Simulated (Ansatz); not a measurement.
SrSnP: do energies and stresses tell the same story?

The calculation used DFT PBEsol, scalar-relativistic, plane waves, PAW in Ansatz.

Cutoff 420 eV; k points 8×8×4 on the computed 6-atom cell (Γ-centred); Gaussian smearing, width 0.10 eV; no spin polarisation.

Relaxed cell: P4/nmm, a = 4.321 Å, b = 4.321 Å, c = 8.888 Å, α = 90.00°, β = 90.00°, γ = 90.00°, 6 atoms in the primitive cell. Whether it is the stable form of this composition wasn't checked.

Energies at zero smearing and pressures from the stress tensor, at volumes with shape and atoms relaxed:
```
V (Å³/atom) E − E(first) (meV/atom) P (GPa)
     24.342                     0.00     7.60
     25.171                   -33.07     5.25
     26.001                   -54.87     3.22
     26.831                   -66.96     1.49
     27.661                   -70.72     0.00
     28.491                   -67.34    -1.27
     29.321                   -57.86    -2.36
     30.427                   -37.27    -3.56
```

**Question.** Check P = −dE/dV between neighbouring volumes, and get the bulk modulus from the pressures alone.

**Answer.** With 1 eV/Å³ = 160.2 GPa:
```tsv
middle V (Å³/atom)	−ΔE/ΔV (GPa)	mean P (GPa)
24.756	6.386	6.428
25.586	4.208	4.239
26.416	2.334	2.356
27.246	0.725	0.744
28.076	-0.652	-0.637
28.906	-1.831	-1.817
29.874	-2.982	-2.961
```

The two differ by 0.04 GPa at most. The mean of two end pressures misses the average over a step by about ΔV² P″/12, up to 0.03 GPa here; with that taken off 0.01 GPa remains. Around V = 27.661 Å³/atom, the two neighbours give B = −V ΔP/ΔV = 27.661 × 2.76 / 1.660 = 46.0 GPa, against B0 = 45.7 GPa from the Birch–Murnaghan fit of the energies.